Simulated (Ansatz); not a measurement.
AlN:
```
CELL_PARAMETERS angstrom
      0.00000     2.00511     2.00511
      2.00511     0.00000     2.00511
      2.00511     2.00511     0.00000
ATOMIC_POSITIONS crystal
  Al 0.50000 0.50000 0.50000
  N  0.00000 0.00000 0.00000
```

Relaxed with LDA. Special points in fractions of this cell's reciprocal vectors: Γ (0.000, 0.000, 0.000); X (0.500, 0.000, 0.500); U (0.625, 0.250, 0.625); K (0.375, 0.375, 0.750); L (0.500, 0.500, 0.500); W (0.500, 0.250, 0.750).

List the band energies nearest the valence-band maximum at these points for DFT-LDA in the program Ansatz with PAW potentials.

In eV from the valence-band maximum; about four levels below and three above (degenerate sets whole), none deeper than 8.9 eV; … stands for higher levels left out; points with the same levels are listed once.

```tsv
k	below	above
Γ	0.00 0.00 0.00	6.11 …
X	-7.56 -2.87 -2.87	4.71 5.14 14.21
U	-6.69 -5.59 -2.37	5.89 9.29 12.91
L	-8.49 -1.13 -1.13	6.30 11.03 11.03
W	-5.85 -5.85 -4.01	8.20 10.74 10.74
```

Space group Fm-3m (rock salt). This is a known high-pressure phase of the composition, computed here at zero pressure and temperature. The LDA relaxation kept the symmetry of its start; phonons on a q-mesh show no instability. The volume moved by -39 % from the start of the relaxation.

Potentials: the earlier of the program's two PAW sets.
